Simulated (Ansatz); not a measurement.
YPt2:
```yaml
crystal:
  lattice:
    - [0.00000, 3.82334, 3.82334]
    - [3.82334, 0.00000, 3.82334]
    - [3.82334, 3.82334, 0.00000]
  atoms:
    - { symbol: Y, position: [0.50000, 0.50000, 0.50000] }
    - { symbol: Y, position: [0.75000, 0.75000, 0.75000] }
    - { symbol: Pt, position: [0.12500, 0.12500, 0.12500] }
    - { symbol: Pt, position: [0.62500, 0.12500, 0.12500] }
    - { symbol: Pt, position: [0.12500, 0.12500, 0.62500] }
    - { symbol: Pt, position: [0.12500, 0.62500, 0.12500] }
```

Relaxed with r²SCAN.

Problem. Give the Bader charges and basin volumes of the independent atoms, the program Ansatz at the r²SCAN level (PAW).

Solution. 

```tsv
atom	Bader charge (e)	Bader volume (Å³)
Y1	+1.76	14.7
Pt3	-0.88	20.6
```

Space group Fd-3m (cubic Laves (MgCu2 type)). The workflow started from an entry of the Crystallography Open Database (COD). Whether it is the stable phase at ambient conditions was not checked. Symmetry was held in the r²SCAN relaxation; its stability against distortions is not shown here. The run is not spin-polarised. Spin–orbit coupling is left out wherever it is not named.

Potentials: the later of the program's two PAW sets.
